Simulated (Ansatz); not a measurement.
HfSO:
```
HfSO
1.0
    5.68060     0.00000     0.00000
    0.00000     5.68060     0.00000
    0.00000     0.00000     5.68060
Hf S O
4 4 4
Cartesian
  3.86254   4.65836   1.02224
  4.65836   1.02224   3.86254
  1.02224   3.86254   4.65836
  1.81806   1.81806   1.81806
  5.21933   2.37903   0.46127
  3.30158   3.30158   3.30158
  2.37903   0.46127   5.21933
  0.46127   5.21933   2.37903
  2.29954   3.38106   0.54076
  0.54076   2.29954   3.38106
  5.13984   5.13984   5.13984
  3.38106   0.54076   2.29954
```

Relaxed with r²SCAN.

Q: Map the electron localisation function on the plane through (0.820, 0.180, 0.680) spanned by u = [1, 0, 0] and v = [0, 1, 1] in lattice vectors, from r²SCAN in the plane-wave PAW code Ansatz.

A: x is the fraction of u, y of v (the angle between them is 90°; rows are the nearest grid lines); atoms in the plane: Hf at (0.00, 0.00), S at (0.26, 0.74), O at (0.58, 0.42).
```
y \ x   0.000  0.107  0.179  0.286  0.357  0.464  0.536  0.643  0.714  0.821  0.893   1.00
------  -----  -----  -----  -----  -----  -----  -----  -----  -----  -----  -----  -----
1.00    0.743  0.809  0.182  0.092  0.055  0.068  0.259  0.298  0.156  0.185  0.798  0.743
0.925   0.810  0.476  0.140  0.267  0.148  0.035  0.033  0.062  0.181  0.124  0.417  0.810
0.850   0.077  0.577  0.853  0.815  0.753  0.309  0.040  0.400  0.721  0.748  0.310  0.077
0.775   0.221  0.842  0.703  0.155  0.751  0.692  0.086  0.339  0.681  0.687  0.363  0.221
0.700   0.220  0.879  0.773  0.288  0.819  0.740  0.127  0.059  0.112  0.083  0.053  0.220
0.625   0.174  0.730  0.877  0.872  0.825  0.243  0.036  0.023  0.140  0.701  0.680  0.174
0.550   0.284  0.095  0.192  0.225  0.078  0.109  0.424  0.224  0.171  0.785  0.809  0.284
0.450   0.439  0.711  0.588  0.144  0.101  0.799  0.729  0.768  0.743  0.083  0.119  0.439
0.375   0.856  0.842  0.848  0.519  0.096  0.754  0.751  0.788  0.774  0.071  0.398  0.856
0.300   0.799  0.797  0.872  0.649  0.130  0.269  0.628  0.595  0.252  0.047  0.477  0.799
0.225   0.789  0.831  0.753  0.342  0.077  0.031  0.039  0.029  0.021  0.040  0.264  0.789
0.150   0.126  0.169  0.125  0.071  0.050  0.064  0.204  0.223  0.131  0.052  0.056  0.126
0.0750  0.811  0.515  0.073  0.232  0.090  0.094  0.409  0.526  0.344  0.091  0.557  0.811
0.000   0.743  0.809  0.182  0.092  0.055  0.068  0.259  0.298  0.156  0.185  0.798  0.743
```

The density is the valence pseudo-density with augmentation charge, so density and ELF within about 1 Å of a nucleus are not all-electron values.

Space group P2_13. The workflow started from a Materials Project entry (that database holds measured and hypothetical structures alike); the Crystallography Open Database copy checked does not list it. Whether it is the stable phase at ambient conditions was not checked. The r²SCAN relaxation kept the symmetry of its start; whether a distortion lowers the energy is not shown. No spin polarisation was allowed. Spin–orbit coupling is left out wherever it is not named.

Potentials: the later of the program's two PAW sets.
